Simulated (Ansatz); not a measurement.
Here is the system:

ScPd$_{3}$C:
```yaml
crystal:
  lattice:
    - [4.14763, 0.00000, 0.00000]
    - [0.00000, 4.14763, 0.00000]
    - [0.00000, 0.00000, 4.14763]
  atoms:
    - { symbol: Sc, position: [0.00000, 0.00000, 0.00000] }
    - { symbol: Pd, position: [0.00000, 0.50000, 0.50000] }
    - { symbol: Pd, position: [0.50000, 0.00000, 0.50000] }
    - { symbol: Pd, position: [0.50000, 0.50000, 0.00000] }
    - { symbol: C, position: [0.50000, 0.50000, 0.50000] }
```

This is the PBEsol-relaxed structure.

### Question
All from PBEsol (plane waves, PAW; program Ansatz), unless another level is named. Give the highest zone-centre frequency.

### Answer
476 cm⁻¹.

### Question
Give the bulk modulus (Birch–Murnaghan fit).

### Answer
188 GPa.

### Question
Predict the elastic constants (relaxed ions, GPa).

### Answer
C11 = 295, C12 = 134, C44 = 7.5.

Space group Pm-3m (anti-perovskite). The start of the workflow was typed in or built on a structure type; neither database checked (COD, Materials Project) lists it. Its standing as an ambient phase is unchecked. The cell was relaxed with PBEsol under the symmetry of its start; phonons show weakly imaginary modes. No spin polarisation was allowed. As this level gives no gap, shear constants depend on the k-mesh and smearing (Fermi–Dirac, 0.1 eV here). As this level gives no gap, phonon frequencies hold no LO–TO term and depend on the k-mesh and smearing (Fermi–Dirac, 0.1 eV here).

Potentials: the earlier of the program's two PAW sets. The files were generated under PBE; for other functionals the program regenerates the frozen cores, and for LDA and PBEsol the local potential too.
